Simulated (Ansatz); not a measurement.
**MgPd under pressure**

Computed with DFT LDA, scalar-relativistic, plane waves, PAW in Ansatz 0.2.0. Settings: 420 eV plane-wave cutoff, Γ-centred 14×14×14 mesh, Fermi-Dirac smearing of 0.15 eV. No spin polarisation. Phonons by linear response, acoustic sum rule imposed.

The cell, relaxed at this level:
```cif
data_structure
_symmetry_space_group_name_H-M 'Pm-3m'
_symmetry_Int_Tables_number 221
_cell_length_a 3.1031
_cell_length_b 3.1031
_cell_length_c 3.1031
_cell_angle_alpha 90.000
_cell_angle_beta 90.000
_cell_angle_gamma 90.000
_cell_volume 29.88
loop_
_atom_site_label
_atom_site_type_symbol
_atom_site_symmetry_multiplicity
_atom_site_Wyckoff_symbol
_atom_site_fract_x
_atom_site_fract_y
_atom_site_fract_z
_atom_site_occupancy
Mg1 Mg 1 a 0.00000 0.00000 0.00000 1
Pd1 Pd 1 b 0.50000 0.50000 0.50000 1
```

In a metal, frequencies and elastic constants depend on the k mesh and the smearing, soft modes and shear constants most.

Q: The cell is relaxed again at 3 and 10 GPa. How do volume, gap and optical modes at Γ (cm⁻¹, counted from the lowest optical one; a degenerate one stands once) change?

A:
```tsv
	0 GPa	3 GPa	10 GPa
V/V0	1.000	0.976	0.930
gap (eV)	0.00	0.00	0.00
mode 1	256	268	292
```